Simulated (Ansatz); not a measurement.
Density of states of a Ca$_{10}$Ti$_{3}$Zn$_{7}$ cell (elements on a bcc lattice, relaxed), per eV and atom, broadened by Gaussian smearing of width 0.1 eV and averaged over bins of 0.2 eV, from 8 eV under the Fermi level at most up to where the solved bands end.

Computed with DFT PBE, scalar-relativistic, plane waves, PAW (Ansatz 0.2.0).

Cutoff 420 eV; k points 4×4×4 on the computed 20-atom cell (Γ-centred); Gaussian smearing, width 0.10 eV; no spin polarisation.

```xyz
20
Lattice="-6.1546 5.9588 -1.6981 -5.2763 -0.9256 5.6413 1.4639 5.7900 6.3508" Properties=species:S:1:pos:R:3 pbc="T T T"
Ca   -4.7776   11.4181    4.5648
Ca   -4.3588    7.4159    8.3199
Ca   -2.9068    0.7660    3.9914
Ca   -5.7071    5.3918    1.6927
Ca   -6.2980    2.5660    5.5153
Ca   -3.7403    5.3290    5.2722
Ca   -7.2781    5.3337    7.5651
Ca   -0.6937    3.5098    4.2064
Ca   -9.3272    7.7049    5.7520
Ca   -7.4620    8.8304    8.5130
Ti   -2.7080    8.6989    5.8266
Ti   -1.3799    4.5295    7.5445
Ti   -1.4766    6.8559    7.2289
Zn   -3.2766    3.4219    2.1531
Zn   -8.5327    4.6278    4.7986
Zn   -6.6836    6.5049    4.5418
Zn   -4.4230    7.8145    3.5208
Zn   -3.7974    4.5733    8.6084
Zn   -5.6242    8.5359    5.7860
Zn   -6.1914    5.9289   10.3043
```

```tsv
E − E_F (eV)	total	Zn 3d	Ti 3d	Ca 4s	Zn 4s
-7.55	0.117	0.108	0.000	0.000	0.008
-7.35	0.569	0.539	0.000	0.002	0.026
-7.15	2.262	2.242	0.003	0.003	0.009
-6.95	8.232	8.175	0.015	0.011	0.010
-6.75	5.709	5.673	0.009	0.006	0.010
-6.55	0.606	0.602	0.001	0.001	0.002
-6.35	0.015	0.006	0.000	0.003	0.004
-6.15	0.113	0.009	0.001	0.033	0.057
-5.95	0.247	0.017	0.002	0.056	0.147
-5.75	0.129	0.009	0.001	0.023	0.084
-5.55	0.020	0.001	0.000	0.006	0.010
-5.35	0.168	0.004	0.001	0.045	0.088
-5.15	0.267	0.005	0.003	0.066	0.150
-4.95	0.216	0.003	0.004	0.054	0.131
-4.75	0.261	0.003	0.005	0.054	0.170
-4.55	0.152	0.002	0.004	0.028	0.100
-4.35	0.322	0.003	0.010	0.059	0.204
-4.15	0.295	0.003	0.011	0.049	0.193
-3.95	0.234	0.002	0.012	0.035	0.152
-3.75	0.072	0.000	0.004	0.010	0.048
-3.55	0.181	0.002	0.009	0.043	0.107
-3.35	0.338	0.004	0.018	0.071	0.201
-3.15	0.157	0.002	0.007	0.037	0.083
-2.95	0.176	0.002	0.007	0.042	0.092
-2.75	0.079	0.001	0.004	0.022	0.040
-2.55	0.245	0.002	0.015	0.117	0.063
-2.35	0.363	0.002	0.027	0.197	0.051
-2.15	0.334	0.002	0.031	0.173	0.048
-1.95	0.391	0.002	0.042	0.194	0.049
-1.75	0.411	0.002	0.054	0.198	0.048
-1.55	0.502	0.003	0.089	0.219	0.052
-1.35	0.545	0.003	0.128	0.206	0.047
-1.15	0.686	0.004	0.212	0.202	0.048
-0.95	0.775	0.004	0.295	0.176	0.037
-0.75	0.890	0.003	0.374	0.152	0.031
-0.55	0.982	0.003	0.387	0.132	0.027
-0.35	0.838	0.003	0.303	0.097	0.021
-0.15	0.901	0.003	0.333	0.094	0.023
0.05	0.913	0.003	0.347	0.087	0.022
0.25	0.955	0.003	0.356	0.086	0.021
```

The columns after the total are the largest Löwdin projections on the valence shells of the potentials, so they needn't add up, and the weight of a shell that a potential lacks goes to other orbitals. The cell has no gap on the mesh.

Spin polarisation was left out, and a magnetic state may lie lower.

Cost: 2 runs of about 15 core-minutes in all (earlier runs that led there not counted), on AMD EPYC 9R45 (Zen 5) (shared hosts).